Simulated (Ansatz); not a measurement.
Relaxed-ion elastic tensor of InAs (rock salt, Fm-3m) in GPa (Voigt order), the program Ansatz at the PBEsol level (PAW); density 6.98 g/cm³, 22.57 Å³ per atom.

```
 149  32.7  32.7   0.0   0.0   0.0
32.7   149  32.7   0.0   0.0   0.0
32.7  32.7   149   0.0   0.0   0.0
 0.0   0.0   0.0  18.0   0.0   0.0
 0.0   0.0   0.0   0.0  18.0   0.0
 0.0   0.0   0.0   0.0   0.0  18.0
```

Is the crystal mechanically stable?

Yes: the smallest eigenvalue of C is 18.0 GPa.

Work out the Voigt, Reuss and Hill averages.

K_V = 71.5, K_R = 71.5, K_H = 71.5; G_V = 34.0, G_R = 24.9, G_H = 29.5 GPa.

Give Young's modulus, Poisson's ratio, Pugh's ratio and the universal anisotropy index.

E = 9KG/(3K + G) = 77.7 GPa; ν = 0.32; K/G = 2.42 (ductile by the Pugh limit of 1.75); A_U = 5G_V/G_R + K_V/K_R − 6 = 1.84.

Estimate the sound speeds and the Debye temperature.

v_l = √((K + 4G/3)/ρ) = 3980 m/s, v_t = √(G/ρ) = 2050 m/s, mean 2300 m/s; Θ = (h/k)(3n/4πV)^(1/3) v_m = 242 K.

Give the Zener ratio and Young's modulus along [100], [110] and [111].

A = 2C44/(C11 − C12) = 0.31; 1/E = S11 − 2(S11 − S12 − S44/2)Γ with Γ = 0, 1/4, 1/3 gives 137, 59.3, 49.9 GPa.

The cell is a constructed one: a structure type filled with these elements; the Crystallography Open Database copy checked does not list it. It is not the phase usual at ambient conditions (space group No. 216). The PBEsol relaxation kept the symmetry of its start; of distortions, only those at the zone centre were tested. As this level gives no gap, shear constants depend on the k-mesh and smearing (Fermi–Dirac, 0.1 eV here).

Potentials: the later of the program's two PAW sets.
